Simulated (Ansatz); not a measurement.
**From three elastic constants to directional properties of PbSe**

All numbers below come from DFT LDA, scalar-relativistic, plane waves, PAW (Ansatz). Plane waves to 420 eV; Γ-centred k mesh 10×10×10; Gaussian smearing of 0.01 eV. No spin polarisation.

Relaxed structure:
```
Pb Se
1.0
     0.00000    3.02097    3.02097
     3.02097    0.00000    3.02097
     3.02097    3.02097    0.00000
Pb Se
1 1
Cartesian
  0.0000 0.0000 0.0000
  3.0210 3.0210 3.0210
```

Spin–orbit coupling is left out, which can shift energies with elements as heavy as these.

With ions relaxed, on the cubic axes: C11 = 151.2, C12 = 12.0, C44 = 18.4 GPa. The density is 8.618 g/cm³.

Task: Is the crystal stable against strain, and how anisotropic is it?

Result: Born's conditions hold: C11 + 2C12 = 175.2, C11 − C12 = 139.2 and C44 = 18.4 GPa are all positive. B = (C11 + 2C12)/3 = 58.4 GPa. The two shear moduli are C44 and C′ = (C11 − C12)/2 = 69.6 GPa, so Zener's ratio is A = C44/C′ = 0.26: the shear C44 is the soft one, as in NaCl, KCl, the halide perovskites and the bcc metals V, Nb, Cr and Mo. The Cauchy pressure C12 − C44 is -6.4 GPa; it would vanish for pair forces between atoms on inversion centres at zero pressure, and a negative value is usual with directional bonding, though many-body forces give one in some ionic oxides too.

Task: Give the sound speeds along the three symmetry directions.

Result: The Christoffel equation gives ρv² for each branch:
```csv
direction,branch,ρv²,GPa,v (m/s)
[100],L,C11,151.2,4188
[100],T (×2),C44,18.4,1462
[110],L,(C11 + C12 + 2C44)/2,100.0,3407
[110],"T, u ∥ [001]",C44,18.4,1462
[110],"T, u ∥ [1-10]",(C11 − C12)/2,69.6,2841
[111],L,(C11 + 2C12 + 4C44)/3,83.0,3103
[111],T (×2),(C11 − C12 + C44)/3,52.5,2469
```

Task: How does Young's modulus depend on direction?

Result: Inverting gives S11 = 6.693, S12 = -0.493, S44 = 54.289 TPa⁻¹. Along a unit vector (l, m, n), 1/E = S11 − 2(S11 − S12 − S44/2)(l²m² + m²n² + n²l²), where the last bracket is 0, 1/4 and 1/3 for [100], [110] and [111]: E = 149, 60 and 50 GPa. With A < 1 the cube edge is stiffest. For a film on (001), the biaxial modulus is C11 + C12 − 2C12²/C11 = 161 GPa and the normal strain is −2C12/C11 = -0.16 times the in-plane one.

Cost: 2 runs of about 2.8 core-minutes in all, on Intel Xeon Processor @ 2.50GHz (Skylake/Cascade Lake) (shared hosts).